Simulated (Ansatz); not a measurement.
Sc4Co7Ge6, one structure, two calculations

Cell: a Materials Project structure (computed, not necessarily an observed phase).

Space group Im-3m (No. 229); a = 7.8544 Å.

```
site  Wyckoff  site symmetry       x       y       z
  Sc       8c           .-3m  0.2500  0.2500  0.7500
 Co5      12d          -4m.2  0.0000  0.5000  0.2500
Co11       2a           m-3m  0.0000  0.0000  0.0000
  Ge      12e           4m.m  0.0000  0.0000  0.6826
```

One atom of each set is listed; the run and its k-mesh use a cell of 17 atoms with edges of 6.80, 6.80, 6.80 Å.

First run. Computed with Ansatz: DFT, PBE, plane waves and PAW, scalar-relativistic, collinear spin, 420 eV cutoff, Γ-centred 6×6×6 k-points, Fermi–Dirac smearing 0.05 eV. Start moments as typed (μB): 2 on each Co, none on the rest.

```csv
site,V_zz (10²¹ V/m²),η,m (μB)
Sc,5.46,0.00,0.00
Co5,3.02,0.00,0.00
Co11,0.00,–,0.00
Ge,2.85,0.00,0.00
```

Second run. The same atoms and settings, except that the functional is r2SCAN and the cutoff is 500 eV.

Q: What does the second run give?

A: 

| site | V_zz | η | change of V_zz | m (μB) |
| --- | --- | --- | --- | --- |
| Sc | 5.29 | 0.00 | -0.17 | -0.05 |
| Co5 | 5.94 | 0.00 | +2.92 | 0.72 |
| Co11 | 0.00 | – | 0.00 | -0.39 |
| Ge | 3.06 | 0.00 | +0.21 | -0.04 |

The largest change of V_zz is on Co5, from 3.02 to 5.94. In per cent, |V_zz| changes by -3 on Sc, +97 on Co, +7 on Ge (all sites that start above 2). The absolute magnetisation of the cell goes from 0.0 to 5.7 μB.

With no gap above 0.1 eV, as in a metal, the gradients converge slowly in k; expect changes of a tenth or more on a denser mesh. With these PAW files V_zz is typically within 2 to 3 % of all-electron values, but misses above 10 % occur on Co.
For the first run: The start moments die out, and the run ends without spin.
For the second run: The program didn't check the stability of this electronic state in full, so a lower one may lie near. The run lost most of its start moments on Co; a state with other moments may lie lower. The magnetic order is the one that the run reached from its start moments, not necessarily the measured one (the real compound may not order at all).
